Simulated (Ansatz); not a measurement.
Input:

ReS₂:
```cif
data_ReS2
_chemical_formula_sum 'Re1 S2'
_space_group_name_H-M_alt 'P 1'
_space_group_IT_number 1
_cell_length_a 6.30315
_cell_length_b 6.30315
_cell_length_c 6.30315
_cell_angle_alpha 28.442
_cell_angle_beta 28.442
_cell_angle_gamma 28.442
loop_
_space_group_symop_operation_xyz
  'x, y, z'
loop_
_atom_site_label
_atom_site_type_symbol
_atom_site_fract_x
_atom_site_fract_y
_atom_site_fract_z
_atom_site_occupancy
Re1 Re 0.00025 0.00025 0.00025 1
S1 S 0.75501 0.75501 0.75501 1
S2 S 0.57804 0.57804 0.57804 1
```

This is the PBE+D3(BJ)-relaxed structure.

Problem. All from PBE+D3(BJ) in the plane-wave PAW code Ansatz, unless another level is named. Give the electronic character.

Solution. metallic (no gap).

Problem. And the density of states at the Fermi level?

Solution. 0.80 states/eV per atom (mean over ±0.08 eV).

Problem. Predict the formation energy from the elements (no fitted shifts).

Solution. -0.31 eV/atom.

Space group R3m. A made-up cell: these elements were put on the sites of a structure type; neither database checked (COD, Materials Project) lists it. Whether it is the stable phase at ambient conditions was not checked. Symmetry was held in the PBE+D3(BJ) relaxation; whether a distortion lowers the energy is not shown. No spin polarisation was allowed. With an odd number of electrons in the cell and no spin polarisation, the count alone makes it a metal. The references are the lowest solids computed at this level, not always the standard phases. Spin–orbit coupling is left out wherever it is not named.

Potentials: the earlier of the program's two PAW sets.
